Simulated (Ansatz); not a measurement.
VFe3 (Cmmm), Ansatz, DFT, LDA, PAW with Ansatz's default frozen-core files, scalar-relativistic.

Command: `ansatz run input.yaml --threads 2 --pin off --max-ram 6144MiB --backend cpu --events-out ev --progress --plain --runs-dir out`

```yaml
crystal:
  lattice:
    - [1.460994, -2.0119068829, 0.0]
    - [1.460994, 2.0119068829, 0.0]
    - [0.0, 0.0, 8.0314093304]
  atoms:
    - { symbol: V, position: [0.0, 0.0, 0.0], spin: 0.3, spin_axis: [0.0, 0.0, -1.0] }
    - { symbol: Fe, position: [0.5, 0.5, 0.747013], spin: 1.8, spin_axis: [0.0, 0.0, 1.0] }
    - { symbol: Fe, position: [0.0, 0.0, 0.5], spin: 2.3, spin_axis: [0.0, 0.0, 1.0] }
    - { symbol: Fe, position: [0.5, 0.5, 0.252987], spin: 1.8, spin_axis: [0.0, 0.0, 1.0] }
magnetization:
  noncollinear: true
  spin_spiral: { q: [0.0, 0.0, 0.3] }
kpoints:
  mp_grid: { grid: [9, 9, 3] }
scf:
  occupations: { method: fermi_dirac, width: 0.03 }
  max_iter: 75
  lower_state_search: "off"
hamiltonian:
  xc: lda
  pseudopotentials: { kind: paw }
output:
  eigenvalues: false
```

Q: How does this run end?

A: The input was rejected before any iteration. Moments along the rotation axis don't turn, so there is no spiral.
```
Error: inconsistent input (magnetization.spin_spiral, crystal.atoms[].spin_axis): no atom starts with a moment across z, which is what a spiral turns (a moment without a spin_axis starts along z); type a spin_axis across z, or at a slant to it for a cone
```
